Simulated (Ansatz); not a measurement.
# Calculated ¹⁷O NMR of the central transition for CO2

Cell: a structure deposited in the COD (listed for 1.0 GPa), ions relaxed with PBE at fixed cell.

Space group Pa-3 (No. 205); a = 5.4942 Å.

| site | Wyckoff | site symmetry | x | y | z |
| --- | --- | --- | --- | --- | --- |
| C | 4a | .-3. | 0.0000 | 0.0000 | 0.0000 |
| O | 8c | .3. | 0.1227 | 0.1227 | 0.1227 |

One atom of each set is listed.

All values are calculated (Ansatz; DFT, r2SCAN, plane waves and PAW, scalar-relativistic, 500 eV cutoff, Γ-centred 5×5×5 k-points, Fermi–Dirac smearing 0.02 eV), not measured.

¹⁷O has I = 5/2 and Q = -25.58 mb (Pyykkö 2018); at 18.8 T its Larmor frequency is ν₀ = 108.6 MHz. Only the quadrupole interaction is simulated: positions count from each site's isotropic chemical shift, and J coupling is left out, as are shift anisotropy and dipolar coupling, which fast spinning averages.

Problem. Simulate the second-order pattern (fast magic-angle spinning, Gaussian broadening 0.08 kHz) of site O (1 C at 1.17 Å).

Solution. The calculation gives C_Q = -4.79 MHz and η = 0.00, so ν_Q = 0.718 MHz and the centre of gravity lies at -11.7 ppm (-1.27 kHz).

(offset (kHz), height): (-3.291, 0), (-3.194, 1), (-3.097, 4), (-3.000, 4), (-2.903, 4), (-2.806, 5), (-2.709, 5), (-2.612, 5), (-2.515, 5), (-2.419, 5), (-2.322, 5), (-2.225, 5), (-2.128, 6), (-2.031, 26), (-1.934, 77), (-1.837, 49), (-1.740, 39), (-1.643, 35), (-1.546, 33), (-1.450, 32), (-1.353, 31), (-1.256, 31), (-1.159, 31), (-1.062, 32), (-0.965, 34), (-0.868, 36), (-0.771, 40), (-0.674, 47), (-0.577, 64), (-0.481, 100), (-0.384, 16), (-0.287, 0)

An axis of threefold or higher order runs through O, so V_zz lies along it and η is zero.

The largest force is 0.8 eV/Å, so the atoms aren't at the calculated equilibrium and relaxing them would move these values.
